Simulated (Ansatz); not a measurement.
Ru (dhcp (α-La type), space group No. 194) at seven volumes, plane-wave PAW r²SCAN (Ansatz code), shape and atoms relaxed at each. One row is withheld.

```json
[
 {"V (Å³/atom)": "12.326", "P (GPa)": "39.33"},
 {"V (Å³/atom)": "12.733", "P (GPa)": "23.91"},
 {"V (Å³/atom)": "13.139", "P (GPa)": "10.92"},
 {"V (Å³/atom)": "13.545", "P (GPa)": "0.00"},
 {"V (Å³/atom)": "13.952", "P (GPa)": "-9.18"},
 {"V (Å³/atom)": "14.358", "P (GPa)": "?"},
 {"V (Å³/atom)": "14.764", "P (GPa)": "-23.31"}
]
```

Task: Fit the shown pressures and predict the withheld one.

Result: P = (3/2)B₀(x^(7/2) − x^(5/2))[1 + (3/4)(B′ − 4)(x − 1)] with x = (V₀/V)^(2/3). Least squares on the six rows gives V₀ = 13.546 Å³/atom, B₀ = 333 GPa, B′ = 4.78. At V = 14.358, x = 0.9619 and P = -16.87 GPa. The run itself gave -16.87 GPa.

Space group P6_3/mmc (dhcp (α-La type)). The start of the workflow was typed in or built on a structure type. Its sites differ from those of the usual phase in this space group: another stacking or structure type. Symmetry was held in the r²SCAN relaxation; whether a distortion lowers the energy is not shown. No spin polarisation was allowed.

Potentials: the later of the program's two PAW sets.
